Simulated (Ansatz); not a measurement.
A generator proposed this cell of TaRu₂.

```
Ta Ru
1.0
    -1.53616    1.53616    4.60847
     1.53616   -1.53616    4.60847
     1.53616    1.53616   -4.60847
Ta Ru
1 2
Direct
  0.00000 0.00000 0.00000
  0.66667 0.66667 0.00000
  0.33333 0.33333 0.00000
```

All numbers below come from DFT PBE, scalar-relativistic, plane waves, PAW (Ansatz 0.2.0). Plane waves to 420 eV, a k mesh through Γ of 8×8×8 on the computed 3-atom cell and Gaussian smearing (0.10 eV); no spin polarisation.

Formation energies are uncorrected and refer to the elements' standard structures at the same level.

Problem. Estimate its pressure, forces and energy as it stands.

Solution. The pressure is 19.8 GPa (the mean over three directions, positive in compression), the largest force is 2.05 eV/Å, and the energy is +0.10 eV/atom against the elements. The shortest distance is 2.66 Å.

Problem. How much does it gain on relaxing, and where does it end?

Solution. Relaxing gains about 0.15 eV/atom (the start's value is from the coarse mesh, so the gain is rough) in 10 ionic steps and ends at −0.05 eV/atom on the finer mesh. The symmetry stays I4/mmm (No. 139). The volume per atom grows by 8.0 %, from 14.5 to 15.7 Å³. The shortest distance goes from 2.66 Å (Ta–Ru and Ru–Ru) to 2.66 Å (Ta–Ru). Conventional cell: a = 3.131 Å, c = 9.581 Å. Ta is surrounded by 8 Ru at 2.66 Å, 4 Ta at 3.13 Å and 2 Ru at 3.31 Å; Ru is surrounded by 4 Ta at 2.66 Å, 5 Ru at 2.88–2.95 Å, 4 Ru at 3.13 Å and 1 Ta at 3.31 Å.

The last run used a 20×20×20 mesh for its 3-atom cell and Gaussian smearing of 0.10 eV. These runs have no spin–orbit coupling, which can matter for Ta. The relaxation can't lower the symmetry of the start. Symmetry constrained the relaxation, so the result can be a saddle point.
